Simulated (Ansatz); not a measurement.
The relaxed structure here is a generated cell of Ta: the first start was made by placing the elements on the sites of a structure type, and the end was not matched to a known phase here, so it may be hypothetical. Known forms of Ta include space group No. 229.

One starting cell of Ta (a generated cell, Ta built in the beta-Sn structure type) was relaxed twice with Ansatz (plane waves, PAW, scalar-relativistic): with PBEsol at 420 eV and with PBE at 420 eV. The PBEsol result:

```
Ta
1.0
   -2.60974     2.60974     1.39079
    2.60974    -2.60974     1.39079
    2.60974     2.60974    -1.39079
Ta
2
Cartesian
  0.00000   2.60974   0.69539
  0.00000   0.00000   0.00000
```

| quantity | PBEsol | PBE |
|---|---|---|
| space group | I4₁/amd | I4₁/amd |
| volume (Å³/atom) | 18.94 | 19.67 |
| a (Å) | 5.219 | 5.289 |
| c (Å) | 2.782 | 2.813 |
| gap (eV, no spin-orbit coupling) | 0.00 | 0.00 |

Both levels end in the same structure; PBE's volume is 3.8 % larger. Neither column is exact.

No spin polarisation in the result.

The run could not lower the symmetry of its start; a shaken copy of this end point relaxes with PBEsol to Im-3m (No. 229), 0.79 eV/atom lower.

Ansatz is a quantum-chemistry and plane-wave program.
